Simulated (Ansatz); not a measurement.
Steps from a short run of molecular dynamics on a 2×2×2 supercell (32 atoms) of C (lonsdaleite), relaxed with r2SCAN; forces from PBE in Ansatz, 6×6×2 mesh, Fermi-Dirac smearing of 0.020 eV, a Nosé-Hoover thermostat at fixed volume, set at 200 K. Classical nuclei, no spin polarisation; a few dozen steps show the first response, not equilibrium.

Cell vectors in Å:
```
 5.0064  0.0000  0.0000
-2.5032  4.3357  0.0000
 0.0000  0.0000  8.3377
```

Task: At 18 fs the positions in Å are
```
C    0.002   1.483   0.013
C    1.261   0.728   2.063
C   -0.003   1.458   1.573
C    1.243   0.716   3.632
C   -0.006   1.413   4.183
C    1.253   0.744   6.281
C   -0.013   1.467   5.711
C    1.227   0.746   7.819
C   -1.254   3.625  -0.002
C   -0.012   2.909   2.075
C   -1.241   3.627   1.557
C   -0.009   2.899   3.651
C   -1.303   3.606   4.149
C   -0.016   2.921   6.266
C   -1.264   3.648   5.744
C    0.002   2.911   7.806
C    2.530   1.441   0.019
C    3.785   0.702   2.125
C    2.526   1.442   1.564
C    3.742   0.673   3.659
C    2.493   1.417   4.170
C    3.762   0.718   6.253
C    2.502   1.447   5.714
C    3.766   0.744   7.786
C    1.261   3.601  -0.025
C    2.528   2.888   2.080
C    1.283   3.597   1.561
C    2.499   2.845   3.653
C    1.228   3.552   4.200
C    2.506   2.885   6.262
C    1.256   3.616   5.727
C    2.518   2.899   7.800
```
What are the forces, and how far does the free energy (smearing included) lie above that of step 0, with the atoms on their sites?

Result: 14.0 meV an atom; forces in eV/Å:
```
C   -0.417  -0.873  -0.538
C   -0.097   0.436   0.715
C    0.249  -0.081  -0.134
C   -0.375  -0.306   0.162
C   -0.440   1.018  -0.857
C   -0.581   0.194  -1.164
C    0.459  -0.382   1.197
C    1.310  -0.093   0.514
C    0.016   0.349  -0.080
C    1.155  -0.490   0.643
C   -0.271  -0.108  -0.245
C   -1.004  -1.262  -0.106
C    1.774   0.117   1.081
C    0.299  -0.575  -0.867
C   -0.102  -0.708  -0.440
C   -0.120   0.018   0.389
C   -0.732   0.352  -0.999
C   -0.771   0.131  -1.428
C    0.232  -0.248   0.146
C    0.578   0.466   0.344
C    0.305  -0.291  -0.084
C   -0.195   0.713  -0.709
C    0.117  -0.200   0.986
C   -0.064  -0.760   1.269
C    0.338   1.091   0.710
C   -0.528  -0.475   0.299
C   -0.746   0.469  -0.239
C   -0.453   0.777  -0.427
C    0.674   1.442  -1.059
C    0.088   0.417  -0.573
C   -0.357  -0.483   0.791
C   -0.339  -0.656   0.705
```

Task: At 27 fs the positions in Å are
```
C    0.012   1.461  -0.004
C    1.260   0.734   2.084
C    0.019   1.441   1.565
C    1.230   0.717   3.658
C   -0.022   1.416   4.187
C    1.240   0.735   6.238
C   -0.025   1.443   5.739
C    1.251   0.749   7.795
C   -1.263   3.642   0.004
C    0.019   2.887   2.071
C   -1.260   3.619   1.568
C    0.000   2.870   3.648
C   -1.272   3.597   4.151
C   -0.005   2.916   6.249
C   -1.274   3.619   5.755
C    0.009   2.902   7.824
C    2.513   1.469   0.000
C    3.771   0.722   2.089
C    2.515   1.453   1.552
C    3.742   0.698   3.619
C    2.505   1.429   4.169
C    3.755   0.729   6.263
C    2.518   1.447   5.737
C    3.767   0.735   7.834
C    1.272   3.609  -0.002
C    2.504   2.871   2.105
C    1.274   3.599   1.569
C    2.491   2.845   3.635
C    1.241   3.591   4.147
C    2.501   2.896   6.273
C    1.252   3.626   5.721
C    2.511   2.902   7.820
```
What are the forces, and how far does the free energy (smearing included) lie above that of step 0, with the atoms on their sites?

Result: 7.8 meV an atom; forces in eV/Å:
```
C   -0.228  -0.070   0.267
C   -0.059  -0.526   0.247
C   -0.271   0.394  -0.335
C    0.480  -0.371  -0.288
C    0.195   0.669  -0.693
C    0.242  -0.056   0.576
C    0.723   0.603  -0.318
C    0.246  -0.311   0.599
C    0.720  -0.426  -0.017
C   -0.624   0.022   0.536
C    0.618  -0.036  -0.073
C   -0.605   0.040  -0.191
C    0.360  -0.027   0.803
C   -0.111  -0.631   0.319
C    0.581   0.042  -1.161
C   -0.319   0.355  -0.318
C   -0.071  -0.583   0.001
C   -0.206  -0.237  -0.635
C   -0.062  -0.496   0.358
C    0.297   0.184   0.977
C   -0.421  -0.352   0.138
C   -0.144  -0.199   0.097
C   -0.726   0.102  -0.247
C   -0.149  -0.239  -0.614
C   -0.533   0.526   0.564
C    0.355   0.436  -0.891
C   -0.479   0.422  -0.310
C    0.256   1.129   0.491
C    0.213   0.061   0.679
C   -0.116  -0.074  -0.665
C   -0.196  -0.403   0.220
C    0.035   0.053  -0.114
```
